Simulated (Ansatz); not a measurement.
Frames from the relaxation of a relaxed Li cell, doubled along one cell vector, shaken by Gaussian noise of σ = 0.08 Å a coordinate, as extended XYZ (Å, eV, eV/Å, GPa with compression positive). Method: r2SCAN (plane waves to 500 eV, PAW, scalar-relativistic; Ansatz, a program for electronic structure). Γ-centred k-mesh 4×8×11 on the run's cell (coarser than for final values), Fermi–Dirac smearing 0.05 eV.

```xyz
6
Lattice="9.9731 -0.0009 -0.0015 -2.4937 4.2998 0.0012 -0.0005 0.0005 2.9321" Properties=species:S:1:pos:R:3:forces:R:3 pbc="T T T" step=2 free_energy=-1230.741 pressure=0.0 accepted=T
Li     0.0584     0.0015     0.0289    0.0067   -0.0370    0.0014
Li     5.0566    -0.0272     0.0063   -0.0151    0.0057   -0.0002
Li     0.0672     2.8608     1.4662   -0.0070   -0.0496   -0.0086
Li     5.0335     2.8780     1.4010    0.0292   -0.0826   -0.0198
Li     2.5592     1.3753     1.4908   -0.0001    0.0727    0.0092
Li     7.5430     1.3843     1.5823   -0.0137    0.0908    0.0180
6
Lattice="9.9505 0.0030 -0.0020 -2.4863 4.3052 -0.0016 -0.0006 -0.0014 2.9325" Properties=species:S:1:pos:R:3:forces:R:3 pbc="T T T" step=3 free_energy=-1230.764 pressure=0.0 accepted=T
Li     0.0741    -0.0253     0.0438    0.0037    0.0210   -0.0018
Li     5.0243    -0.0213    -0.0058   -0.0019   -0.0082    0.0004
Li     0.0505     2.8333     1.3569    0.0007    0.0206   -0.0365
Li     5.0549     2.8434     1.2058   -0.0103    0.0348   -0.0460
Li     2.5583     1.4355     1.6010    0.0027   -0.0279    0.0377
Li     7.5130     1.4239     1.7680    0.0051   -0.0402    0.0462
6
Lattice="9.9295 0.0067 -0.0035 -2.4795 4.3031 -0.0035 -0.0010 -0.0030 2.9356" Properties=species:S:1:pos:R:3:forces:R:3 pbc="T T T" step=4 free_energy=-1230.789 pressure=0.0 accepted=T
Li     0.0904    -0.0182     0.0568    0.0078    0.0274   -0.0082
Li     4.9976    -0.0267    -0.0162   -0.0057   -0.0144    0.0051
Li     0.0417     2.8113     1.2364   -0.0010    0.0382   -0.0394
Li     5.0549     2.8492     1.0095   -0.0115    0.0470   -0.0245
Li     2.5697     1.4428     1.7245   -0.0004   -0.0357    0.0415
Li     7.4801     1.4332     1.9573    0.0108   -0.0625    0.0255
```

The path has 33 moves and ends in I4/mmm (No. 139), 0.02 eV/atom below its start. Free energies are of the whole cell and compare only within this code, potentials and settings.  No spin polarisation in the result.

The end of the path is a generated cell of Li: the first start was made by placing the elements on the sites of a structure type, and the end was not matched to a known phase here, so it may be hypothetical. Known forms of Li include space group No. 229.
